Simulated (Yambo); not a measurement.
Yambo run on LuPO4 (space group I4_1/amd, No. 141). The wavefunctions come from this Quantum ESPRESSO step (PBEsol, PseudoDojo standard norm-conserving files, scalar-relativistic):

```
&CONTROL
  calculation = 'nscf'
  pseudo_dir = './pseudo'
  outdir = './out'
/
&SYSTEM
  ibrav = 0
  nat = 12
  ntyp = 3
  ecutwfc = 100.0
  ecutrho = 400.0
  occupations = 'fixed'
  force_symmorphic = .true.
  nbnd = 224
/
&ELECTRONS
  conv_thr = 1.2000000000000002e-08
  diago_full_acc = .true.
  diago_thr_init = 1e-08
/
ATOMIC_SPECIES
O 15.9990 O.upf
P 30.9738 P.upf
Lu 174.9668 Lu.upf
CELL_PARAMETERS angstrom
 -3.367115000000   3.367115000000   2.956880000000
  3.367115000000  -3.367115000000   2.956880000000
  3.367115000000   3.367115000000  -2.956880000000
ATOMIC_POSITIONS crystal
O   0.514400000000   0.336910000000   0.177490000000
O   0.086910000000   0.409420000000   0.322510000000
O   0.159420000000   0.336910000000   0.822510000000
O   0.086910000000   0.764400000000   0.677490000000
O   0.235600000000   0.913090000000   0.322510000000
O   0.663090000000   0.485600000000   0.822510000000
O   0.590580000000   0.913090000000   0.677490000000
O   0.663090000000   0.840580000000   0.177490000000
P   0.250000000000   0.750000000000   0.500000000000
P   0.500000000000   0.500000000000   0.000000000000
Lu   0.000000000000   0.000000000000   0.000000000000
Lu   0.750000000000   0.250000000000   0.500000000000
K_POINTS automatic
2 2 2 0 0 0
```

Yambo input:

```
rim_cut
gw0
dyson
el_el_corr
HF_and_locXC
ppa
em1d
RandQpts= 1000000
RandGvec= 1 Ry
EXXRLvcs= 100 Ry
VXCRLvcs= 400 Ry
Chimod= "HARTREE"
% BndsRnXp
 3 | 222 |
%
NGsBlkXp= 7 Ry
% LongDrXp
 1.0 | 1.0 | 1.0 |
%
PPAPntXp= 27.2114 eV
% GbndRnge
 1 | 222 |
%
GTermKind= "BG"
DysSolver= "n"
ExtendOut
% QPkrange
 1 | 1 | 54 | 55 |
 2 | 2 | 54 | 55 |
 3 | 3 | 54 | 55 |
 4 | 4 | 54 | 55 |
%
```

k points by index: 1 = Γ, 2 = X, 3 = N, 4 = M.

Table of the .qp output:

```
#    K-point    Band    Eo [eV]    E [eV]    E-Eo [eV]    Vxc [eV]    Vnlxc [eV]    Sc|Eo [eV]    Sc|E [eV]    dSc/dw|Eo [eV]    Re(Z)    Im(Z)
#
    1    54    0.000000    -1.162299    -1.162299    -20.09143    -25.80149    4.281262    4.547760    -6.238651    0.813492    -0.995555E-3
    1    55    6.219399    7.322670    1.103271    -13.63082    -8.434375    -3.908311    -4.093179    -4.559342    0.856492    -0.751032E-3
    2    54    -0.335480    -0.999810    -0.664330    -22.08640    -27.22824    4.327062    4.477507    -6.161409    0.815375    -0.988371E-3
    2    55    6.586224    7.678932    1.092709    -13.63666    -8.844112    -3.515149    -3.699839    -4.598975    0.855425    -0.778125E-3
    3    54    -0.088611    -1.024680    -0.936070    -21.19938    -26.57280    4.226461    4.437350    -6.129917    0.816145    -0.949252E-3
    3    55    6.985798    8.145886    1.160088    -14.78893    -10.10607    -3.318139    -3.522780    -4.799864    0.850056    -0.788727E-3
    4    54    -0.477202    -0.746216    -0.269014    -24.00260    -28.68865    4.357099    4.417036    -6.060888    0.817839    -0.875567E-3
    4    55    7.612908    8.780213    1.167305    -15.58921    -10.88481    -3.324671    -3.537099    -4.951711    0.846043    -0.742056E-3
```
(The two width columns are left out.) Convergence of these settings isn't established.

Geometry of the Materials Project entry, not relaxed at this level.
